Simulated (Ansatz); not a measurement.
Every step of a relaxation of TiAu

DFT, PBEsol, PAW with Ansatz's default frozen-core files, scalar-relativistic (Ansatz 0.2.0); a Γ-centred 11×11×6 k mesh, Fermi–Dirac smearing of 0.05 eV, no spin polarisation. The run relaxes cell and atoms at a target pressure of 0 GPa.

Command: `ansatz run input.yaml --threads 1 --pin off --max-ram 3072MiB --backend cpu --events-out ev --progress --plain --runs-dir out` It took 50 s on 1 thread of Intel(R) Xeon(R) Platinum 8375C CPU @ 2.90GHz (Ice Lake), with other jobs on the host, peak memory 0.51 GiB.

```yaml
crystal:
  lattice:
    - [3.32226218, 0.0, 0.0]
    - [0.0, 3.32226218, 0.0]
    - [0.0, 0.0, 6.10292196]
  atoms:
    - { symbol: Ti, position: [0.0, 0.5, 0.86449885] }
    - { symbol: Ti, position: [0.5, 0.0, 0.13550115] }
    - { symbol: Au, position: [0.0, 0.5, 0.36034485] }
    - { symbol: Au, position: [0.5, 0.0, 0.63965515] }
kpoints:
  mp_grid: { grid: [11, 11, 6] }
scf:
  occupations: { method: fermi_dirac, width: 0.05 }
hamiltonian:
  xc: pbesol
  pseudopotentials: { kind: paw }
output:
  forces: true
  stress: true
  write_density: true
  write_potential: true
  elf: true
  volumetric_format: npy
relax:
  f_tol: 0.005
  max_steps: 50
  cell: {}
```

Each step lists its free energy a cell above the last geometry, the pressure, the cell vectors (Å), and Cartesian positions (Å) with forces (eV/Å).

The first step:

```
step 1  dF = 21.73 meV  P = -3.78 GPa
  cell 3.3223 0.0000 0.0000  0.0000 3.3223 0.0000  0.0000 0.0000 6.1029
  Ti 0.0000 1.6611 5.2760   0.0000 0.0000 -0.0010
  Ti 1.6611 0.0000 0.8270   0.0000 0.0000 0.0010
  Au 0.0000 1.6611 2.1992   0.0000 0.0000 0.0154
  Au 1.6611 0.0000 3.9038   0.0000 0.0000 -0.0154
```

Spin–orbit coupling is left out, which matters for the heavy atoms. The PAW files were made under PBE.

Q: Where does the relaxation end, and by which steps?

A: After 4 geometries, with conventional a, b, c = 3.306, 3.306, 6.012 Å, at 16.424 Å³/atom (-2.47 % against the start) in space group P4/nmm, with a shortest distance of 2.703 Å. The further steps:
```
step 2  dF = 71.09 meV  P = 7.89 GPa  (not accepted)
  cell 3.2629 0.0000 0.0000  0.0000 3.2629 0.0000  0.0000 0.0000 5.9055
  Ti 0.0000 1.6315 5.1142   0.0000 0.0000 -0.0623
  Ti 1.6315 0.0000 0.7913   0.0000 0.0000 0.0623
  Au 0.0000 1.6315 2.1517   0.0000 0.0000 -0.2344
  Au 1.6315 0.0000 3.7538   0.0000 0.0000 0.2344
step 3  dF = 0.29 meV  P = -0.38 GPa
  cell 3.3066 0.0000 0.0000  0.0000 3.3066 0.0000  0.0000 0.0000 6.0236
  Ti 0.0000 1.6533 5.2098   0.0000 0.0000 -0.0211
  Ti 1.6533 0.0000 0.8138   0.0000 0.0000 0.0211
  Au 0.0000 1.6533 2.1749   0.0000 0.0000 0.0015
  Au 1.6533 0.0000 3.8487   0.0000 0.0000 -0.0015
step 4  dF = 0.00 meV  P = 0.03 GPa
  cell 3.3058 0.0000 0.0000  0.0000 3.3058 0.0000  0.0000 0.0000 6.0117
  Ti 0.0000 1.6529 5.1982   0.0000 0.0000 -0.0038
  Ti 1.6529 0.0000 0.8135   0.0000 0.0000 0.0038
  Au 0.0000 1.6529 2.1715   0.0000 0.0000 -0.0003
  Au 1.6529 0.0000 3.8403   0.0000 0.0000 0.0003
step 5  dF = 0.36 meV  P = 0.04 GPa  (same geometry on a basis chosen anew; earlier energies don't compare to the last digit)
  cell 3.3058 0.0000 0.0000  0.0000 3.3058 0.0000  0.0000 0.0000 6.0117
  Ti 0.0000 1.6529 5.1982   0.0000 0.0000 -0.0038
  Ti 1.6529 0.0000 0.8135   0.0000 0.0000 0.0038
  Au 0.0000 1.6529 2.1715   0.0000 0.0000 -0.0004
  Au 1.6529 0.0000 3.8403   0.0000 0.0000 0.0004
```
